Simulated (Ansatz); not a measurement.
AlAs (zinc blende)

```
AlAs
1.0
    0.00000     2.86422     2.86422
    2.86422     0.00000     2.86422
    2.86422     2.86422     0.00000
As Al
1 1
Direct
  0.75000   0.75000   0.75000
  0.00000   0.00000   0.00000
```

The volume is varied about the relaxed value V₀ at fixed cell shape. Symmetry pins the atoms to their sites.

Computed with PBE (plane waves to 420 eV, PAW, scalar-relativistic; Ansatz, a quantum-chemistry and plane-wave program). k mesh 10×10×10 (Γ-centred), Fermi-Dirac smearing 0.05 eV. The energy includes the smearing's −TS. Compression counts positive. AlAs was relaxed with its symmetry unable to fall. ΔE is measured from the relaxed starting cell.

```json
[
 {"V (Å³/atom)": "19.738", "ΔE (meV/atom)": "171.0"},
 {"V (Å³/atom)": "20.364", "ΔE (meV/atom)": "112.5"},
 {"V (Å³/atom)": "20.991", "ΔE (meV/atom)": "68.4"},
 {"V (Å³/atom)": "21.618", "ΔE (meV/atom)": "36.5"},
 {"V (Å³/atom)": "22.244", "ΔE (meV/atom)": "15.5"},
 {"V (Å³/atom)": "22.871", "ΔE (meV/atom)": "3.7"},
 {"V (Å³/atom)": "23.497", "ΔE (meV/atom)": "0.0"},
 {"V (Å³/atom)": "24.124", "ΔE (meV/atom)": "3.3"},
 {"V (Å³/atom)": "24.750", "ΔE (meV/atom)": "12.8"},
 {"V (Å³/atom)": "25.377", "ΔE (meV/atom)": "27.5"},
 {"V (Å³/atom)": "26.004", "ΔE (meV/atom)": "withheld"},
 {"V (Å³/atom)": "26.630", "ΔE (meV/atom)": "69.9"},
 {"V (Å³/atom)": "27.257", "ΔE (meV/atom)": "96.5"}
]
```

Problem. Fit a third-order Birch-Murnaghan form (E₀, V₀, B₀, B₀′ free) to the given rows and predict ΔE at V = 26.004.

Solution. Least squares on the 12 given rows: ΔE = E₀ + (9V₀B₀/16)·y²·[2 + (B₀′ − 4)y], y = (V₀/V)^(2/3) − 1, with V₀ = 23.500 Å³/atom, B₀ = 66.90 GPa (160.2 GPa = 1 eV/Å³; the term in eV is multiplied by 1000), B₀′ = 4.30, E₀ = 0.07 meV/atom; root-mean-square residual 0.07 meV/atom. At 26.004 the fit gives 46.6 meV/atom; the calculation gives 46.7 meV/atom, so the interpolation is off by -0.1 (-0.2 %). For the pressure the fit gives -5.5 GPa against the computed -5.5 GPa.

(A scan under strain: stresses follow from slopes of the energy per volume, elastic moduli from its curvatures.)
